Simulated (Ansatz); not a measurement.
# Two inputs for MgMnCd6O8

Cell: a computed structure from the Materials Project (it need not be an observed phase).

```cif
data_MgMnCd6O8
_symmetry_space_group_name_H-M 'Fm-3m'
_symmetry_Int_Tables_number 225
_cell_length_a 9.4215
_cell_length_b 9.4215
_cell_length_c 9.4215
_cell_angle_alpha 90.000
_cell_angle_beta 90.000
_cell_angle_gamma 90.000
loop_
_atom_site_label
_atom_site_type_symbol
_atom_site_symmetry_multiplicity
_atom_site_Wyckoff_symbol
_atom_site_fract_x
_atom_site_fract_y
_atom_site_fract_z
Mg Mg 4 b 0.5000 0.5000 0.5000
Mn Mn 4 a 0.0000 0.0000 0.0000
Cd Cd 24 d 0.0000 0.2500 0.2500
O9 O 24 e 0.2550 0.5000 0.5000
O10 O 8 c 0.2500 0.2500 0.2500
```

One atom of each set is listed; the run and its k-mesh use a cell of 16 atoms with edges of 6.66, 6.66, 6.66 Å.

Reference run. Level of theory: DFT, PBE, plane waves and PAW, scalar-relativistic, collinear spin, 420 eV cutoff, Γ-centred 6×6×6 k-points, Fermi–Dirac smearing 0.05 eV (Ansatz 0.2.0). Start moments as typed (μB): 5 on each Mn, none on the rest.

Problem. The input is changed as follows: `hamiltonian.xc`: pbe → revpbe; `hamiltonian.hubbard`: not typed → {sites: [{species: Mn, l: d, u_eff: 3.0}], double_counting: fll}; `scf.occupations.method`: fermi_dirac → cold; `scf.occupations.width`: 0.05 → 0.001. What happens to V_zz (10²¹ V/m²) and η?

Solution. 

```csv
site,V_zz reference,η reference,V_zz changed,η changed
Mn,0.00,–,0.00,–
Cd,-0.72,0.68,-0.78,0.71
O9,-1.24,0.00,-1.47,0.00
```

The largest change of V_zz is on O9, from -1.24 to -1.47. Other sites without a gradient aren't listed. SCF iterations: 12 and 14. New warnings: filled band counts differ across k points, stability check not made.

On the reference run: With no gap above 0.1 eV, as in a metal, the gradients converge slowly in k; expect changes of a tenth or more on a denser mesh. Without spin–orbit coupling (the program notes it for Cd) the gradients can shift somewhat, as the gap is small. Semilocal functionals can leave a metal where correlation in the d or f shell opens a gap in the real compound, and that would change the values at and beside Mn. All moments are parallel here, as the start or the cell imposes; many such compounds order antiparallel, where fields and spin densities carried over to other atoms largely cancel. The magnetic order is the one that the run reached from its start moments, not necessarily the measured one.
